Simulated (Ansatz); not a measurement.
Relaxed-ion elastic tensor of Nb$_{3}$Si (Cu3Au type, space group No. 221) in GPa (Voigt order), PBEsol (plane waves, PAW; program Ansatz); density 7.79 g/cm³, 16.34 Å³ per atom.

```
 130   220   220   0.0   0.0   0.0
 220   130   220   0.0   0.0   0.0
 220   220   130   0.0   0.0   0.0
 0.0   0.0   0.0  81.9   0.0   0.0
 0.0   0.0   0.0   0.0  81.9   0.0
 0.0   0.0   0.0   0.0   0.0  81.9
```

**Question.** Is the crystal mechanically stable?

**Answer.** No: the smallest eigenvalue of C is -90.0 GPa.

Space group Pm-3m (Cu3Au type). The workflow started from an entry of the Crystallography Open Database (COD), which files this formula under 2 space groups. Its standing as an ambient phase is unchecked. Symmetry was held in the PBEsol relaxation. At this level the phase is mechanically unstable. The run is not spin-polarised. As this level gives no gap, shear constants depend on the k-mesh and smearing (Fermi–Dirac, 0.1 eV here).

Potentials: the later of the program's two PAW sets.
